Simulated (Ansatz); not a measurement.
GaAs:
Space group Pm-3m (No. 221); a = b = c = 3.374 Å, α = β = γ = 90.00°

| atom | site | symmetry | x | y | z |
|---|---|---|---|---|---|
| Ga | 1a | m-3m | 0.0000 | 0.0000 | 0.0000 |
| As | 1b | m-3m | 0.5000 | 0.5000 | 0.5000 |

This is the PBE-relaxed structure.

Task: All from DFT-PBE in the program Ansatz with PAW potentials, unless another level is named. Give the electronic character.

Result: metallic (no gap).

Task: What about the density of states at the Fermi level?

Result: 0.52 states/eV per atom (mean over ±0.08 eV).

Task: What about the formation energy from the elements (no fitted shifts)?

Result: 0.19 eV/atom.

A made-up cell: these elements were put on the sites of a structure type; neither database checked (COD, Materials Project) lists it. It is not the phase usual at ambient conditions (space group No. 216). Symmetry was held in the PBE relaxation; its stability against distortions is not shown here. The references are the lowest solids computed at this level, not always the standard phases. Scalar-relativistic: spin–orbit coupling is off unless named, which matters more the heavier the elements.

Potentials: the later of the program's two PAW sets.
